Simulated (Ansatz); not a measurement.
What a trial cell of B₃Sb₂P relaxes into

Theory: DFT PBE, scalar-relativistic, plane waves, PAW in Ansatz. Cutoff 420 eV, Gaussian smearing, Γ-centred meshes. Cell and atoms relax first on a coarse mesh and then on a finer one. In between, the cell is made exact in the group found at 0.06 Å. In metals the finer mesh still leaves noise of several meV/atom or more. The steps can't lower the symmetry of their start. No spin polarisation.

The guess for B₃Sb₂P was made by a generator: random cell by space group and Wyckoff sites (P4/mmm, No. 123). Lengths were set from tabulated atomic sizes, so they are only a guess.

```cif
data_structure
_symmetry_space_group_name_H-M 'P4/mmm'
_symmetry_Int_Tables_number 123
_cell_length_a 5.1401
_cell_length_b 5.1401
_cell_length_c 4.2021
_cell_angle_alpha 90.000
_cell_angle_beta 90.000
_cell_angle_gamma 90.000
_cell_volume 111.02
loop_
_atom_site_label
_atom_site_type_symbol
_atom_site_symmetry_multiplicity
_atom_site_Wyckoff_symbol
_atom_site_fract_x
_atom_site_fract_y
_atom_site_fract_z
_atom_site_occupancy
B1 B 1 c 0.50000 0.50000 0.00000 1
B2 B 2 h 0.50000 0.50000 0.68050 1
Sb1 Sb 2 e 0.00000 0.50000 0.50000 1
P1 P 1 b 0.00000 0.00000 0.50000 1
```

Formation energies are uncorrected and refer to the elements' standard structures at the same level. The references include black phosphorus.

Q: Which structure results?

A: The symmetry stays P4/mmm (No. 123). The volume per atom grows by 16.2 %, from 18.5 to 21.5 Å³. The shortest distance goes from 1.34 Å (B–B) to 1.56 Å (B–B). The energy falls by about 0.37 eV/atom (the start's value is from the coarse mesh). Conventional cell: a = 5.242 Å, c = 4.695 Å. B on a site of symmetry 4/mmm is surrounded by 2 B at 1.56 Å; around B on a site of symmetry 4mm lie 2 B at 1.56–1.57 Å and 4 Sb at 2.74 Å; Sb has 2 P at 2.62 Å and 4 B at 2.74 Å; P is surrounded by 4 Sb at 2.62 Å.

```
B Sb P
1.0
     5.24156    0.00000    0.00000
     0.00000    5.24156    0.00000
     0.00000    0.00000    4.69473
B Sb P
3 2 1
Direct
  0.50000 0.50000 0.00000
  0.50000 0.50000 0.66767
  0.50000 0.50000 0.33233
  0.00000 0.50000 0.50000
  0.50000 0.00000 0.50000
  0.00000 0.00000 0.50000
```

Q: How does it come out in energy, and is it a metal?

A: The formation energy is +0.74 eV/atom and the gap on the 8×8×8 mesh of the 6-atom cell is 0 eV (a metal).

A positive value: parting into the elements would lower its energy.

The last run used Gaussian smearing of 0.10 eV. Spin–orbit coupling, which can matter for Sb, is left out. The reference form of P is held partly by dispersion forces, which this level lacks. A structure relaxed within its symmetry needn't be a true minimum. Another cell of B3Sb2P relaxed alike, in P-6m2, lies 0.33 eV/atom lower, so this cell isn't the stable form at this level.
